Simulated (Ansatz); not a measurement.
Trial structures of In3GaP2: starts and ends

Method: Ansatz, DFT PBE, scalar-relativistic, plane waves, PAW. All cells share a 420 eV cutoff and Γ-centred k meshes spaced at most about 0.3 Å⁻¹ (about 0.25 or finer for metals, 2π included). No spin polarisation in the final relaxations.

Each guess was relaxed in cell and atoms at zero pressure, within the symmetry of its start. Temperature and zero-point effects are left out. Coordination counts P atoms around Ga and In (those within 1.25 times the shortest such distance or 1.15 times the sum of covalent radii; a plus sign parts nearer from farther groups; the shortest distance is added where it is long for a bond; a slash parts the counts of unlike sites).

| guess | made from | start group | V start (Å³/atom) | end group | V end (Å³/atom) | coordination at the end | gap on mesh (eV) | E over the lowest end (meV/atom) |
| --- | --- | --- | --- | --- | --- | --- | --- | --- |
| 1 | Li3MnAs2 type | P-4m2 | 25.6 | P-4m2 | 26.2 | In 4/4 from 3.4 Å, Ga 4 | 0 | 0 |
| 2 | random cell | P6/mmm | 27.3 | P6/mmm | 34.0 | In 2, Ga 6+12 from 5.3 Å | 0 | 457 |
| 3 | random cell | P4/mmm | 21.5 | P4/mmm | 26.0 | In 2/4, Ga 2 | 0 | 116 |
| 4 | CeSi2Ru3 type | P6/mmm | 22.0 | ? | ? | ? | ? | ? |

Guess 4 as it starts:

```xyz
6
Lattice="6.2008 0.0000 0.0000 -3.1004 5.3700 0.0000 0.0000 0.0000 3.9660" Properties=species:S:1:pos:R:3 pbc="T T T"
In   -1.5502    2.6850    1.9830
In    1.5502    2.6850    1.9830
In    3.1004    0.0000    1.9830
Ga    0.0000    0.0000    0.0000
P     0.0000    3.5800    0.0000
P     3.1004    1.7900    0.0000
```

Q: Predict the end of this guess and its energy over the lowest end.

A: It ends in space group P6/mmm (No. 191), with a = 6.882 Å, c = 3.821 Å, 26.1 Å³/atom and no gap. It lies 165 meV/atom over the lowest end, above guess 3 and below guess 2. Counting P atoms around Ga and In, this end has In 4, Ga 6 from 4.0 Å and the lowest (guess 1) has In 4/4 from 3.4 Å, Ga 4.

Space group P6/mmm (No. 191). a = 6.882 Å, b = 6.882 Å, c = 3.821 Å, α = 90.00°, β = 90.00°, γ = 120.00°
| atom | site | symmetry | x | y | z |
| --- | --- | --- | --- | --- | --- |
| In | 3g | mmm | 0.0000 | 0.5000 | 0.5000 |
| Ga | 1a | 6/mmm | 0.0000 | 0.0000 | 0.0000 |
| P | 2c | -6m2 | 0.3333 | 0.6667 | 0.0000 |

Energies over the elements count from the elements' standard structures at the same level, with no fitted energy shifts. The references include black phosphorus.

Q: Is the lowest end bound against the elements?

A: No: its formation energy is +0.09 eV/atom. It can't be a ground state, since the elements alone are lower.

The reference form of P is held partly by dispersion forces, which this level lacks. Cells relaxed within their symmetry can be saddle points. A lower structure may well exist outside this small set. Some structure types and database cells were kept out of the candidates from the start, so a known form may be missing.
